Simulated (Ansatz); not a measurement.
## Computed properties of Mo3S4

Mo3S4:
```
Mo3S4
1.0
    4.52943     2.61507     3.59213
   -4.52943     2.61507     3.59213
    0.00000    -5.23014     3.59213
Mo S
6 8
Direct
  0.21023   0.40571   0.55199
  0.55199   0.21023   0.40571
  0.40571   0.55199   0.21023
  0.78977   0.59429   0.44801
  0.44801   0.78977   0.59429
  0.59429   0.44801   0.78977
  0.21963   0.21963   0.21963
  0.78037   0.78037   0.78037
  0.38733   0.13169   0.73702
  0.73702   0.38733   0.13169
  0.13169   0.73702   0.38733
  0.61267   0.86831   0.26298
  0.26298   0.61267   0.86831
  0.86831   0.26298   0.61267
```

Space group R-3 (No. 148); conventional cell a = b = 9.059 Å, c = 10.776 Å, α = β = 90.00°, γ = 120.00°.

Method: LDA (plane waves, PAW; program Ansatz). Structure relaxed to zero pressure with the same functional. Other levels are named where they apply.

Cell and energy:

Volume per atom: 18.23 Å³
Density: 5.41 g/cm³
Formation energy from the elements (no fitted shifts): -0.81 eV/atom

Electronic structure:

- Electronic character: metallic (no gap)
- Density of states at the Fermi level: 0.46 states/eV per atom (mean over ±0.08 eV)

Mechanics:

Bulk modulus (Birch–Murnaghan fit): 82.2 GPa
Pressure derivative B′: 4.5

Phonons:

* **Highest zone-centre frequency**: 420 cm^-1
* **Zone-centre stability**: no imaginary mode at Γ

The workflow started from an entry of the Crystallography Open Database (COD). Whether it is the stable phase at ambient conditions was not checked. The LDA relaxation kept the symmetry of its start. No spin polarisation was allowed. As this level gives no gap, phonon frequencies hold no LO–TO term and depend on the k-mesh and smearing (Fermi–Dirac, 0.1 eV here). The references are the lowest solids computed at this level, not always the standard phases. Scalar-relativistic: spin–orbit coupling is off unless named, which matters more the heavier the elements.

Potentials: the later of the program's two PAW sets.
